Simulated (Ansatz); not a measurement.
K2LiGaF6:
```yaml
crystal:
  lattice:
    - [0.00000, 3.97518, 3.97518]
    - [3.97518, 0.00000, 3.97518]
    - [3.97518, 3.97518, 0.00000]
  atoms:
    - { symbol: K, position: [0.75000, 0.75000, 0.75000] }
    - { symbol: K, position: [0.25000, 0.25000, 0.25000] }
    - { symbol: Li, position: [0.50000, 0.50000, 0.50000] }
    - { symbol: Ga, position: [0.00000, 0.00000, 0.00000] }
    - { symbol: F, position: [0.76012, 0.23988, 0.23988] }
    - { symbol: F, position: [0.23988, 0.76012, 0.76012] }
    - { symbol: F, position: [0.23988, 0.76012, 0.23988] }
    - { symbol: F, position: [0.76012, 0.23988, 0.76012] }
    - { symbol: F, position: [0.23988, 0.23988, 0.76012] }
    - { symbol: F, position: [0.76012, 0.76012, 0.23988] }
```

x, y and z are the axes in which the lattice vectors are written.

### Question
Give the high-frequency dielectric tensor and the Born effective charge tensors of the independent atoms from DFPT, plane-wave PAW PBEsol (Ansatz code).

### Answer

ε∞:
```
2.21  0.00  0.00
0.00  2.21  0.00
0.00  0.00  2.21
```
Z* of atom 1 (K), rows: field, columns: displacement, in e:
```
1.19  0.00  0.00
0.00  1.19  0.00
0.00  0.00  1.19
```
Z* of atom 3 (Li), rows: field, columns: displacement, in e:
```
1.21  0.00  0.00
0.00  1.21  0.00
0.00  0.00  1.21
```
Z* of atom 4 (Ga), rows: field, columns: displacement, in e:
```
2.82  0.00  0.00
0.00  2.82  0.00
0.00  0.00  2.82
```
Z* of atom 5 (F), rows: field, columns: displacement, in e:
```
-1.42   0.00   0.00
 0.00  -0.89   0.00
 0.00   0.00  -0.89
```

Static charges for comparison (Bader): K1 +0.88, Li3 +0.92, Ga4 +2.07, F5 -0.79 e. Born charges measure polarisation by displacement and can exceed these by far.

Space group Fm-3m. The first step of the workflow began from a Materials Project structure, measured or hypothetical; the Crystallography Open Database copy checked does not list it. Whether it is the stable phase at ambient conditions was not checked. Symmetry was held in the PBEsol relaxation; whether a distortion lowers the energy is not shown. Scalar-relativistic: spin–orbit coupling is off unless named, which matters more the heavier the elements.

Potentials: the later of the program's two PAW sets.
